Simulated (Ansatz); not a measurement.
Which start gave this state of NiS2?

The cell (12 atoms) is NiS2 as an experimental structure (space group Pa-3). Source: COD entry 1544738; the sample's temperature and pressure aren't taken into account, and it need not be the stable phase.

```
Ni S
1.0
     5.68450    0.00000    0.00000
     0.00000    5.68450    0.00000
     0.00000    0.00000    5.68450
Ni S
4 8
Cartesian
  0.0000 0.0000 0.0000
  2.8422 0.0000 2.8422
  2.8422 2.8422 0.0000
  0.0000 2.8422 2.8422
  2.2437 2.2437 2.2437
  0.5986 3.4408 5.0859
  5.0859 0.5986 3.4408
  3.4408 5.0859 0.5986
  3.4408 3.4408 3.4408
  5.0859 2.2437 0.5986
  0.5986 5.0859 2.2437
  2.2437 0.5986 5.0859
```

Site labels below count the atoms in this order, from 1.

Computed with Ansatz development build ahead of 0.2.0, DFT, r2SCAN, PAW, plane waves, scalar-relativistic.

```
Plane-wave cutoff : 500 eV
k-point mesh      : 3×3×3 (Γ-centred)
Occupations       : Fermi–Dirac smearing, 0.05 eV
```

Site moments are integrals over atomic spheres and don't add up to the total.

r2SCAN tends to overstate moments and magnetic energies in itinerant metals.

The mesh is too coarse to rank close states of a metal with certainty: differences of some tens of meV/atom may change, at times in sign.

A plain SCF has the search for lower states switched off and ends at the first converged state.

One run gave this history:

| iteration | Harris–Foulkes energy + 30653 (eV) | largest residual (eV) | M (μB) | absolute moment (μB) |
| --- | --- | --- | --- | --- |
| 1 | 0.3309 | 1.33e+02 | 0.00 | 0.00 |
| 2 | 19.5699 | 5.58e+00 | 0.00 | 0.00 |
| 3 | 20.9859 | 4.47e+00 | 0.00 | 0.00 |
| 4 | 21.6160 | 2.40e+00 | 0.00 | 0.00 |
| 5 | 25.3517 | 1.58e+01 | 8.00 | 8.00 |
| 6 | 20.4810 | 2.44e+00 | 7.36 | 7.50 |
| 7 | 19.2057 | 8.57e+00 | 6.64 | 6.80 |
| 8 | 20.3183 | 2.04e+00 | 7.42 | 7.61 |
| 9 | 20.5077 | 2.07e-01 | 7.35 | 7.56 |
| 10 | 20.4777 | 1.91e-02 | 7.39 | 7.64 |
| 11 | 20.4730 | 2.89e-03 | 7.42 | 7.73 |
| 13 | 20.4706 | 2.75e-05 | 7.41 | 7.70 |
| 14 | 20.4707 | 1.61e-07 | 7.41 | 7.70 |
| 15 | 20.4707 | 2.08e-07 | 7.41 | 7.70 |
| 16 | 20.4707 | 7.00e-10 | 7.41 | 7.70 |

It ended ferromagnetic, site moments Ni1 1.36, Ni2 1.36, Ni3 1.36, Ni4 1.36 μB, total 7.41 μB per cell, no gap on the k-mesh.

Problem. These set-ups ended in different states. Which one gave the run above?
A. opposed moments +--+, plain SCF [Ni1 2.00, Ni2 -2.00, Ni3 -2.00, Ni4 2.00 μB]
B. usual moments times 0.4, signs +-++, plain SCF [Ni1 0.80, Ni2 -0.80, Ni3 0.80, Ni4 0.80 μB]
C. spin on, no moments given (the program may seed its own), plain SCF

Solution. C. The others ended as follows, with energies against this run: “opposed moments +--+, plain SCF” antiferromagnetic, -22.3 meV/atom; “usual moments times 0.4, signs +-++, plain SCF” ferrimagnetic, -15.5 meV/atom.
